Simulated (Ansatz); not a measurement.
AlRu:
```cif
data_AlRu
_chemical_formula_sum 'Ru1 Al1'
_space_group_name_H-M_alt 'Pm-3m'
_space_group_IT_number 221
_space_group_name_Hall '-P 4 2 3'
_cell_length_a 2.98237
_cell_length_b 2.98237
_cell_length_c 2.98237
_cell_angle_alpha 90.000
_cell_angle_beta 90.000
_cell_angle_gamma 90.000
loop_
_atom_site_label
_atom_site_type_symbol
_atom_site_symmetry_multiplicity
_atom_site_Wyckoff_symbol
_atom_site_fract_x
_atom_site_fract_y
_atom_site_fract_z
_atom_site_occupancy
Ru1 Ru 1 a 0.00000 0.00000 0.00000 1
Al1 Al 1 b 0.50000 0.50000 0.50000 1
```

Relaxed with r²SCAN.

Q: Tabulate the valence density and the electron localisation function along the shortest Ru–Ru contact (2.98 Å), plane-wave PAW r²SCAN (Ansatz code).

A: 

```csv
distance from Ru (Å),density (e/Å³),ELF
0.30,9.03,0.49
0.45,7.05,0.63
0.60,4.51,0.61
0.75,2.34,0.47
0.89,1.04,0.29
1.04,0.54,0.19
1.19,0.37,0.21
1.34,0.30,0.30
1.49,0.28,0.36
1.64,0.30,0.30
1.79,0.37,0.21
1.94,0.54,0.19
2.09,1.04,0.29
2.24,2.34,0.47
2.39,4.51,0.61
2.54,7.05,0.63
2.68,9.03,0.49
```

The density is the valence pseudo-density with augmentation charge, so density and ELF within about 1 Å of a nucleus are not all-electron values.

Symmetry was held in the r²SCAN relaxation. The run is not spin-polarised.

Potentials: the later of the program's two PAW sets.
